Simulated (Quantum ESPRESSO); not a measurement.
# Band energies of AgNO$_{3}$

```
CELL_PARAMETERS angstrom
      2.57512     1.48675     2.78400
     -2.57512     1.48675     2.78400
      0.00000    -2.97349     2.78400
ATOMIC_POSITIONS crystal
  N  0.57549 0.57549 0.57549
  O  0.43617 0.43617 0.86140
  O  0.86140 0.43617 0.43617
  O  0.43617 0.86140 0.43617
  Ag 0.99214 0.99214 0.99214
```

norm-conserving PBEsol (Quantum ESPRESSO, 84 Ry, with spin-orbit coupling); path ΓLB1,BZΓX,QFP1Z,LP; energies in eV from the valence-band maximum.

| k (1/Å) | point | band 42 | band 43 | band 44 | band 45 | band 46 | band 47 | band 48 | band 49 |
|---|---|---|---|---|---|---|---|---|---|
| 0.00 | Γ | -0.73 | 1.97 | 1.97 | 3.06 | 3.06 | 7.21 | 7.21 | 10.51 |
| 0.20 |  | -0.50 | 2.19 | 2.19 | 3.13 | 3.14 | 7.27 | 7.27 | 9.69 |
| 0.40 |  | -0.23 | 2.61 | 2.61 | 3.45 | 3.46 | 7.20 | 7.20 | 8.88 |
| 0.80 | L | 0.00 | 2.95 | 2.95 | 4.58 | 4.58 | 6.03 | 6.03 | 9.07 |
| 1.02 |  | -0.07 | 2.99 | 3.00 | 4.64 | 4.64 | 6.28 | 6.29 | 9.06 |
| 1.45 |  | -0.20 | 2.70 | 2.71 | 4.88 | 4.89 | 7.53 | 7.55 | 8.59 |
| 1.67 | B1 | -0.30 | 2.14 | 2.15 | 4.89 | 4.90 | 7.41 | 7.46 | 8.53 |
| 1.67 | B | -0.30 | 2.14 | 2.15 | 4.89 | 4.90 | 7.41 | 7.46 | 8.53 |
| 2.02 | Z | -0.57 | 1.57 | 1.57 | 4.68 | 4.68 | 7.03 | 7.03 | 8.67 |
| 2.21 |  | -0.58 | 1.61 | 1.61 | 4.61 | 4.61 | 6.90 | 6.90 | 8.83 |
| 2.39 |  | -0.62 | 1.69 | 1.69 | 4.40 | 4.40 | 6.62 | 6.62 | 9.18 |
| 2.77 |  | -0.72 | 1.85 | 1.85 | 3.63 | 3.63 | 6.70 | 6.70 | 9.79 |
| 2.96 |  | -0.73 | 1.93 | 1.93 | 3.23 | 3.23 | 7.04 | 7.04 | 10.24 |
| 3.15 | Γ | -0.73 | 1.97 | 1.97 | 3.06 | 3.06 | 7.21 | 7.21 | 10.51 |
| 3.50 |  | -0.28 | 2.75 | 2.75 | 3.17 | 3.18 | 7.62 | 7.63 | 8.89 |
| 3.67 |  | -0.15 | 3.04 | 3.05 | 3.65 | 3.67 | 7.99 | 8.00 | 8.13 |
| 4.02 |  | -0.18 | 2.99 | 2.99 | 4.75 | 4.75 | 7.24 | 7.33 | 8.44 |
| 4.19 | X | -0.19 | 2.90 | 2.91 | 4.82 | 4.82 | 7.14 | 7.19 | 8.69 |
| 4.19 | Q | -0.19 | 2.90 | 2.91 | 4.82 | 4.82 | 7.14 | 7.19 | 8.69 |
| 4.37 | F | -0.21 | 2.87 | 2.87 | 4.79 | 4.79 | 7.13 | 7.13 | 8.87 |
| 4.55 |  | -0.22 | 2.72 | 2.73 | 4.83 | 4.83 | 7.20 | 7.23 | 8.80 |
| 4.73 |  | -0.27 | 2.39 | 2.39 | 4.89 | 4.89 | 7.35 | 7.41 | 8.63 |
| 4.92 | P1 | -0.35 | 2.02 | 2.03 | 4.86 | 4.86 | 7.32 | 7.37 | 8.54 |
| 4.92 | Z | -0.57 | 1.57 | 1.57 | 4.68 | 4.68 | 7.03 | 7.03 | 8.67 |
| 5.95 | L | 0.00 | 2.95 | 2.95 | 4.58 | 4.58 | 6.03 | 6.03 | 9.07 |
| 6.09 |  | -0.01 | 2.90 | 2.91 | 4.60 | 4.60 | 6.13 | 6.14 | 9.01 |
| 6.37 |  | -0.12 | 2.61 | 2.62 | 4.75 | 4.75 | 6.81 | 6.82 | 8.68 |
| 6.52 |  | -0.20 | 2.41 | 2.42 | 4.82 | 4.83 | 7.21 | 7.21 | 8.49 |
| 6.80 | P | -0.35 | 2.02 | 2.03 | 4.86 | 4.86 | 7.32 | 7.37 | 8.54 |

The PBEsol gap is indirect, 1.57 eV, from L to Z; the smallest direct gap is 2.14 eV.

Geometry relaxed with PBE+D3(BJ).
